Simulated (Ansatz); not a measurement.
CdO (rock salt, Fm-3m), the program Ansatz at the PBE level (PAW), all energies at zero smearing, with the estimated change up to a 700 eV cutoff added, with one set of potentials and settings (totals compare only within such a set). Cell of 2 atoms (1 Cd, 1 O): -8821.521 eV.

```csv
element,reference phase,E (eV/atom)
Cd,"P6_3/mmc, 2 atoms in the cell",-8254.5258
O,"C2/m, 4 atoms in the cell, spin-polarised",-565.0042
```

Formation energy per atom, worked out: (-8821.521 − 1×(-8254.5258) − 1×(-565.0042))/2 = -0.995 eV/atom (-96 kJ per mol of atoms), at 0 K, without zero-point energy or fitted corrections.

Symmetry was held in the PBE relaxation. The references are the lowest solids computed at this level, not always the standard phases (solids in place of the gases).

Potentials: the earlier of the program's two PAW sets.
